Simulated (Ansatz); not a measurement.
Method: DFT PBE, scalar-relativistic, plane waves, PAW in Ansatz 0.2.0. All cells share a 420 eV cutoff and Γ-centred k meshes spaced at most about 0.3 Å⁻¹ (about 0.25 or finer for metals, 2π included). No spin polarisation in the final relaxations.

Temperature and zero-point effects are left out.

Compare these two cells of BaHf3O2, each relaxed at this level.

A.

```yaml
crystal:
  lattice:
    - [3.16703, 0.00000, 0.00000]
    - [0.00000, 3.16703, 0.00000]
    - [0.00000, 0.00000, 10.79913]
  atoms:
    - { symbol: Ba, position: [0.00000, 0.00000, 0.50000] }
    - { symbol: Hf, position: [0.50000, 0.50000, 0.79046] }
    - { symbol: Hf, position: [0.50000, 0.50000, 0.20954] }
    - { symbol: Hf, position: [0.00000, 0.00000, 0.00000] }
    - { symbol: O, position: [0.00000, 0.00000, 0.22939] }
    - { symbol: O, position: [0.00000, 0.00000, 0.77061] }
```

B.

```yaml
crystal:
  lattice:
    - [3.07889, 0.00000, 0.00000]
    - [0.00000, 3.07889, 0.00000]
    - [0.00000, 0.00000, 12.31769]
  atoms:
    - { symbol: Ba, position: [0.50000, 0.50000, 0.50000] }
    - { symbol: Hf, position: [0.00000, 0.00000, 0.00000] }
    - { symbol: Hf, position: [0.00000, 0.00000, 0.75945] }
    - { symbol: Hf, position: [0.00000, 0.00000, 0.24055] }
    - { symbol: O, position: [0.50000, 0.50000, 0.73114] }
    - { symbol: O, position: [0.50000, 0.50000, 0.26886] }
```

**Question.** Which is lower in energy, and by how much?

**Answer.** A is lower, by 0.37 eV/atom. A has space group P4/mmm (No. 123), 18.1 Å³/atom and no gap on its mesh; B has space group P4/mmm (No. 123), 19.5 Å³/atom and no gap. Counting O atoms around Ba and Hf (those within 1.25 times the shortest such distance or 1.15 times the sum of covalent radii; the shortest distance is added where it is long for a bond; a slash parts the counts of unlike sites), A has Ba 2, Hf 2/4 and B has Ba 2, Hf 4/8 from 4.0 Å. The denser one is the lower, and pressure would at first widen the difference. In A, Ba has 2 O at 2.92 Å, 4 Ba at 3.17 Å, 8 Hf at 3.85 Å, 8 O at 4.31 Å and 4 Ba at 4.48 Å; around Hf on a site of symmetry 4mm lie 4 O at 2.25 Å, 8 Hf at 3.17–3.18 Å and 4 Ba at 3.85 Å; O has 4 Hf at 2.25 Å, 1 Hf at 2.48 Å and 1 Ba at 2.92 Å; 1 more site not described. In B, around Ba lie 2 O at 2.85 Å, 4 Ba at 3.08 Å, 8 Hf at 3.87 Å, 8 O at 4.19 Å and 4 Ba at 4.35 Å; around Hf on a site of symmetry 4/mmm lie 6 Hf at 2.96–3.08 Å; O is surrounded by 4 Hf at 2.20 Å and 1 Ba at 2.85 Å; 1 more site not described. Both come from invented guesses.

These runs have no spin–orbit coupling, which can matter for Hf. Cells relaxed within their symmetry can be saddle points.
